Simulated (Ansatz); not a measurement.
An Ansatz input and the part of its output that reports the observables at the nuclei.

The start is a computed structure from the Materials Project (it need not be an observed phase).

```yaml
crystal:
  lattice:
    - [2.2090652234, 1.2754044014, 10.7524330131]
    - [-2.2090652234, 1.2754044014, 10.7524330131]
    - [0.0, -2.5508088028, 10.7524330131]
  atoms:
    - { symbol: Bi, position: [0.60317023, 0.60317023, 0.60317023] }
    - { symbol: Bi, position: [0.39682977, 0.39682977, 0.39682977] }
    - { symbol: Te, position: [0.78319226, 0.78319226, 0.78319226] }
    - { symbol: Te, position: [0.0, 0.0, 0.0] }
    - { symbol: Te, position: [0.21680774, 0.21680774, 0.21680774] }
kpoints:
  mp_grid: { grid: [9, 9, 9] }
scf:
  occupations: { method: fermi_dirac, width: 0.01 }
hamiltonian:
  xc: r2scan
  pseudopotentials: { kind: paw }
output:
  forces: true
  stress: true
  populations: true
  efg: { quadrupole_moments_barn: { Bi: -0.516 }, contact_densities: true }
relax:
  f_tol: 0.02
  max_steps: 60
```

```sh
ansatz run input.yaml --threads 1 --pin off --max-ram 3072MiB --backend cpu --events-out ev --progress --plain --runs-dir out
```

The run relaxes the ions first, and the block belongs to the relaxed positions.

Of the output, the block on the nuclei alone is shown; the set-up, the SCF iterations, energies, forces and stress are cut. One atom of each set with nearly equal values is shown.

```
--- PAW observables at the nuclei: V_zz in 10²¹ V/m², potentials from the cell's mean, atoms counted from 1 ---
  atom   1  Bi V_zz =    +2.153077   η = 0.0000   by run symmetry: allowed   C_q = -26.8636 MHz
            electrostatic potential = -17827.726537 V   contact ρ = 17899064.579302 e/Å³
  atom   3  Te V_zz =    -5.923082   η = 0.0000   by run symmetry: allowed
            electrostatic potential = -8647.741268 V   contact ρ = 1467838.264827 e/Å³
  atom   4  Te V_zz =   +10.292406   η = 0.0000   by run symmetry: allowed
            electrostatic potential = -8647.940491 V   contact ρ = 1467823.349284 e/Å³
```

The relaxation (3 steps) took 9.6 min of wall time (9.6 min of CPU time) and 1.6 GiB at its peak, on 1 thread of Arm Neoverse N1 (aarch64; 36 cores open to the job, memory cap 3.0 GiB, no GPU), a shared host with a load of 0.9 a core.

Spin–orbit coupling is left out, which shifts gradients on Bi by a few per cent in wide-gap crystals, and can shift them far more where the calculated gap is small or absent, as here.
